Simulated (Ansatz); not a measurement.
## RuSb$_{2}$: pressure against volume

RuSb$_{2}$, Pnnm, a = 5.978 Å, b = 6.714 Å, c = 3.214 Å. The structure is a COD entry; whether it is the stable form wasn't checked. Ansatz: r2SCAN, PAW, 500 eV, Γ-centred 6×6×12 mesh on 6 atoms, Gaussian smearing 0.01 eV; no spin polarisation. Shape and atoms are relaxed at each volume; pressure is positive in compression.

| V (Å³/atom) | P (GPa) |
| --- | --- |
| 18.919 | 21.62 |
| 19.564 | 14.73 |
| 20.208 | ? |
| 20.853 | 4.10 |
| 21.498 | 0.03 |
| 22.143 | -3.37 |
| 22.788 | -6.23 |
| 23.648 | -9.32 |

Question: Take V0 = 21.498 Å³/atom, count pressures from its P0 = 0.03 GPa, fit the third-order Birch–Murnaghan form to the other rows, and predict the missing pressure.

Answer: With the Eulerian strain f = ½[(V0/V)^(2/3) − 1] and y = (P − P0)/[3f(1 + 2f)^(5/2)], the form is the line y = B0 + 1.5 B0 (B0′ − 4) f. Rows (f, y): 0.04446, 130.8; 0.03243, 129.1; 0.01026, 125.7; -0.00976, 122.0; -0.01905, 120.7; -0.03078, 118.7. Means f = 0.004593, y = 124.50; Σ(Δf)² = 0.004413, ΣΔfΔy = 0.7169; the slope is their ratio. y = 123.8 + 162.5 f GPa, so B0 = 123.8 GPa and B0′ = 4 + 2 × (162.5)/(3 × 123.8) = 4.88. At V = 20.208, f = 0.02106, y = 127.22 and P = 8.94 GPa. The run gave 8.95 GPa, so the fit is 0.01 GPa too low, within the rms miss on the fitted rows (0.02 GPa).